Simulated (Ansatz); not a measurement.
Geometry optimisation in Ansatz: input, command and trajectory.

```yaml
crystal:
  lattice:
    - [3.1061644782, 0.0, 0.0]
    - [-1.5530822391, 2.6900173464, 0.0]
    - [0.0, 0.0, 11.7674044393]
  atoms:
    - { symbol: W, position: [0.3333333333, 0.6666666667, 0.25] }
    - { symbol: W, position: [0.6666666667, 0.3333333333, 0.75] }
    - { symbol: S, position: [0.3333333333, 0.6666666667, 0.6174348552] }
    - { symbol: S, position: [0.6666666667, 0.3333333333, 0.1174348552] }
    - { symbol: S, position: [0.3333333333, 0.6666666667, 0.8825651448] }
    - { symbol: S, position: [0.6666666667, 0.3333333333, 0.3825651448] }
basis:
  ecutwfc: 420
kpoints:
  mp_grid: { grid: [12, 12, 4] }
hamiltonian:
  xc: pbe
  dispersion: d3bj
scf:
  occupations: { method: gaussian, width: 0.02 }
output:
  forces: true
  stress: true
  eigenvalues: true
  write_density: true
  write_potential: true
  elf: true
  volumetric_format: npy
relax:
  adjacent_minimum: "off"
  f_tol: 0.01
  max_steps: 30
  cell: { stress_tol: 0.1, fix: [volume] }
```

```bash
ansatz run input.yaml --threads 2 --pin off --max-ram 5120MiB --backend cpu --events-out ev --progress --plain --runs-dir out
```

Level of theory: DFT PBE+D3(BJ), scalar-relativistic, plane waves, PAW in Ansatz.

The volume is held at 0.94 times that of the relaxed cell.

Of 5 frames 4 are shown, positions in Å and forces in eV/Å; the SCF threshold varies from step to step. Steps run on the plane waves of an earlier cell, with a Pulay correction in the pressure. The basis is chosen afresh for the last frame, the zero of the energies, and at times for earlier ones too; energy and pressure step there, also at an unchanged geometry.

```xyz
6
Lattice="3.1062 0.0000 0.0000 -1.5531 2.6900 0.0000 0.0000 0.0000 11.7674" Properties=species:S:1:pos:R:3:forces:R:3 pbc="T T T" step=1 free_energy_over_end_meV_per_atom=5.77 pressure_GPa=7.87
W     0.0000    1.7933    2.9419    0.0000    0.0000    0.0000
W     1.5531    0.8967    8.8256    0.0000    0.0000    0.0000
S     0.0000    1.7933    7.2656    0.0000    0.0000   -0.5704
S     1.5531    0.8967    1.3819    0.0000    0.0000   -0.5704
S     0.0000    1.7933   10.3855    0.0000    0.0000    0.5704
S     1.5531    0.8967    4.5018    0.0000    0.0000    0.5704
6
Lattice="3.1376 0.0000 0.0000 -1.5688 2.7172 0.0000 0.0000 0.0000 11.5328" Properties=species:S:1:pos:R:3:forces:R:3 pbc="T T T" step=2 free_energy_over_end_meV_per_atom=2.57 pressure_GPa=2.38
W     0.0000    1.8115    2.8832    0.0000    0.0000    0.0000
W     1.5688    0.9057    8.6496    0.0000    0.0000    0.0000
S     0.0000    1.8115    7.0696    0.0000    0.0000    0.2489
S     1.5688    0.9057    1.3032    0.0000    0.0000    0.2489
S     0.0000    1.8115   10.2296    0.0000    0.0000   -0.2489
S     1.5688    0.9057    4.4632    0.0000    0.0000   -0.2489
6
Lattice="3.1161 0.0000 0.0000 -1.5581 2.6987 0.0000 0.0000 0.0000 11.6922" Properties=species:S:1:pos:R:3:forces:R:3 pbc="T T T" step=3 free_energy_over_end_meV_per_atom=0.14 pressure_GPa=4.14
W     0.0000    1.7991    2.9230    0.0000    0.0000    0.0000
W     1.5581    0.8996    8.7691    0.0000    0.0000    0.0000
S     0.0000    1.7991    7.1865    0.0000    0.0000    0.0586
S     1.5581    0.8996    1.3404    0.0000    0.0000    0.0586
S     0.0000    1.7991   10.3518    0.0000    0.0000   -0.0586
S     1.5581    0.8996    4.5057    0.0000    0.0000   -0.0586
6
Lattice="3.1199 0.0000 0.0000 -1.5600 2.7019 0.0000 0.0000 0.0000 11.6638" Properties=species:S:1:pos:R:3:forces:R:3 pbc="T T T" step=5 free_energy_over_end_meV_per_atom=0.00 pressure_GPa=4.28
W     0.0000    1.8013    2.9160    0.0000    0.0000    0.0000
W     1.5600    0.9006    8.7479    0.0000    0.0000    0.0000
S     0.0000    1.8013    7.1697    0.0000    0.0000    0.0023
S     1.5600    0.9006    1.3378    0.0000    0.0000    0.0023
S     0.0000    1.8013   10.3260    0.0000    0.0000   -0.0023
S     1.5600    0.9006    4.4941    0.0000    0.0000   -0.0023
```

The run took 12 s on 2 threads of Intel(R) Xeon(R) 6975P-C (Granite Rapids), with other jobs on the host, peak memory 0.54 GiB.

Spin–orbit coupling is left out, which can shift energies with elements as heavy as these.